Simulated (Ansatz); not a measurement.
## RhTe (CsCl-type structure)

Computed with Ansatz (plane waves, PAW, 420 eV cutoff): PBEsol, scalar-relativistic, no spin polarisation, 10×10×10 k-mesh, Gaussian smearing of 0.05 eV. The datasets are Ansatz's generated set soft_2.

Space group Pm-3m (No. 221). a = 3.304 Å, b = 3.304 Å, c = 3.304 Å, α = 90.00°, β = 90.00°, γ = 90.00°
```csv
atom,site,symmetry,x,y,z
Rh,1a,m-3m,0.0000,0.0000,0.0000
Te,1b,m-3m,0.5000,0.5000,0.5000
```

This is a trial structure; measured cells of the compound in the Crystallography Open Database are in space group P63/mmc.

The cell above was scaled in volume, its shape and atoms being fixed by the lattice's symmetry. Energies are counted from the cell above.

The cell is relaxed to zero pressure at this level.

| V (Å³/atom) | ΔE (meV/atom) | P from the stress (GPa) |
| --- | --- | --- |
| 17.318 | 15.22 | 6.94 |
| 17.679 | 3.75 | 3.30 |
| 18.039 | 0.00 | 0.01 |
| 18.400 | 3.30 | -2.94 |
| 18.761 | 12.91 | -5.57 |

Q: Do the energies and the pressures agree? Compare −ΔE/ΔV between neighbouring points (1 meV/Å³ = 0.1602 GPa) with the mean of their pressures.

A: 
```tsv
interval (Å³/atom)	−ΔE/ΔV (GPa)	mean P (GPa)
17.32 to 17.68	5.1	5.1
17.68 to 18.04	1.7	1.7
18.04 to 18.40	-1.5	-1.5
18.40 to 18.76	-4.3	-4.3
```
They differ by 0.03 GPa at most.

Q: What do the two routes give for V0, B0 and B0′?

A: A third-order Birch–Murnaghan fit of the energies: V0 = 18.05 Å³/atom, B0 = 155 GPa, B0′ = 4.0. A polynomial of P in ln V, with B = −dP/d ln V at P = 0: V0 = 18.04 Å³/atom, B0 = 156 GPa, B0′ = 4.4. B0′ isn't converged to its last digit.

B0·V0 = 155.3 GPa × 18.05 Å³ = 17.49 eV/atom sets the scale: near the minimum ΔE ≈ ½ B0 V0 x², with x = V/V0 − 1, and a pressure of 1.6 GPa squeezes the volume by about 1 %. At the ends of the curve: x = −4.0 % predicts 14.2 meV/atom and the run gives 15.2; x = +4.0 % predicts 13.8 meV/atom and the run gives 12.9. The curve is steeper than the parabola on the compressed side and flatter on the expanded side: the bulk modulus rises with pressure.

These numbers lack spin–orbit coupling. The cell is a metal with an odd number of electrons, and spin polarisation wasn't tried.
